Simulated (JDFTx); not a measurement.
Part of a log of JDFTx (a modified build) for formamidinium, CH5N2 (SMILES NC=[NH2+]), charge +1, multiplicity 1 (RPBE, GBRV ultrasoft potentials made for PBE, plane waves to 20/100 Ha):

```
unit cell volume = 12567.4
Chosen fftbox size, S = [  126  112  90  ]
unit cell volume = 12567.4
Chosen fftbox size, S = [  112  100  80  ]
  'N' pseudopotential, 'SLA  PW   PBE  PBE' functional
  5 valence electrons, 2 orbitals, 4 projectors, 729 radial grid points, with lMax = 1
  'C' pseudopotential, 'SLA  PW   PBE  PBE' functional
  4 valence electrons, 2 orbitals, 4 projectors, 721 radial grid points, with lMax = 1
  'H' pseudopotential, 'SLA  PW   PBX  PBC' functional
  1 valence electrons, 1 orbitals, 2 projectors, 615 radial grid points, with lMax = 0
Initialized 3 species with 8 total atoms.
Folded 1 k-points by 1x1x1 to 1 k-points.
nElectrons:  18.000000   nBands: 9   nStates: 1
average nbasis = 53737.000 , ideal nbasis = 53688.900
Correction to mu due to finite nuclear width = -0.00150006
   Cavity determined by nc: 0.00142 and sigma: 0.707107
   Nonlocal vdW cavity from gaussian model electron density with norm = 8 and sigma = 0.993594 bohr
   Charge asymmetry in cavity with sensitivity pCavity = 36.5 e-bohr/Eh
   Electrostatic cavity expanded by eta = 1.46 bohrs
   Weighted density cavitation model constrained by Nbulk: 0.0049383 bohr^-3, Pvap: 3.14029 kPa, Rvdw: 2.61727 bohr and sigmaBulk: 4.62e-05 Eh/bohr^2 at T: 298 K.
   Weighted density dispersion model using vdW pair potentials with single solvent site with sqrtC6eff: 0.77 SI.
[...]
	Linear fluid (dielectric constant: 78.4, screening length: 5.74355 Bohr) occupying 0.911550 of unit cell:	Completed after 15 iterations
[... later lines of the fluid solver are left out ...]
ElecMinimize: Iter:   0  Etot: -28.563461054087249  |grad|_K:  4.836e-05  alpha:  1.000e+00
ElecMinimize: Iter:   1  Etot: -28.564610535607169  |grad|_K:  2.023e-05  alpha:  1.016e+00  linmin: -4.377e-03
ElecMinimize: Iter:   2  Etot: -28.564776841665552  |grad|_K:  1.031e-05  alpha:  8.381e-01  linmin:  5.571e-04
ElecMinimize: Iter:   3  Etot: -28.564817961540648  |grad|_K:  4.850e-06  alpha:  8.002e-01  linmin:  5.353e-03
ElecMinimize: Iter:   4  Etot: -28.564827213710593  |grad|_K:  2.195e-06  alpha:  8.169e-01  linmin: -8.957e-03
ElecMinimize: Iter:   5  Etot: -28.564829245294149  |grad|_K:  1.012e-06  alpha:  8.651e-01  linmin: -1.683e-02
ElecMinimize: Iter:   6  Etot: -28.564829657961120  |grad|_K:  4.679e-07  alpha:  8.242e-01  linmin: -2.033e-02
ElecMinimize: Iter:   7  Etot: -28.564829752195912  |grad|_K:  2.234e-07  alpha:  8.760e-01  linmin: -1.367e-05
ElecMinimize: Iter:   8  Etot: -28.564829774532932  |grad|_K:  1.059e-07  alpha:  9.254e-01  linmin: -6.885e-06
ElecMinimize: Converged (|Delta Etot|<1.000000e-07 for 2 iters).

# Energy components:
   A_diel =       -0.0577687908569843
   Eewald =       25.6793949500675645
       EH =       45.1058738152608214
     Eloc =     -111.1585963472639378
      Enl =        3.8278936014854801
      Exc =       -8.8394386743309763
 Exc_core =        0.2201756118814756
       KE =       16.6561360025006522
  MuShift =        0.0015000567229802
-------------------------------------
     Etot =      -28.5648297745329316


	eMin: -0.924041 at state 0 ( [ +0.000000 +0.000000 +0.000000 ] spin 0 )
	HOMO: -0.263224 at state 0 ( [ +0.000000 +0.000000 +0.000000 ] spin 0 )
```

**Question.** Which solvation model was used?
(A) CANDLE
(B) linear PCM (GLSSA13)
(C) linear PCM without cavity terms (LA12)
(D) SaLSA

**Answer.** A, CANDLE. The liquid was water (dielectric constant 78.4), 1 M NaF.
